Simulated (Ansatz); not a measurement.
GaP:
```
GaP
1.0
    0.00000     2.75328     2.75328
    2.75328     0.00000     2.75328
    2.75328     2.75328     0.00000
Ga P
1 1
Direct
  0.00000   0.00000   0.00000
  0.75000   0.75000   0.75000
```

Relaxed with PBE. Special points in fractions of this cell's reciprocal vectors: Γ (0.000, 0.000, 0.000); X (0.500, 0.000, 0.500); U (0.625, 0.250, 0.625); K (0.375, 0.375, 0.750); L (0.500, 0.500, 0.500); W (0.500, 0.250, 0.750).

List the band energies nearest the valence-band maximum at these points for PBE with spin–orbit coupling (plane waves, PAW; program Ansatz).

In eV from the valence-band maximum; about four levels below and three above (degenerate sets whole), none deeper than 8.9 eV; points with the same levels are listed once.

| k | below | above |
|---|---|---|
| Γ | 0.00 0.00 0.00 0.00 | 1.55 1.55 3.75 3.75 |
| X | -2.62 -2.62 -2.60 -2.60 | 1.69 1.69 1.82 1.82 |
| U | -3.81 -3.79 -2.19 -2.19 | 2.18 2.19 4.71 4.72 |
| L | -1.14 -1.14 -1.07 -1.07 | 1.55 1.55 4.66 4.66 |
| W | -3.47 -3.45 -3.33 -3.28 | 4.66 4.67 4.69 |

Space group F-43m (zinc blende). The cell was relaxed with PBE under the symmetry of its start.

Potentials: the earlier of the program's two PAW sets.
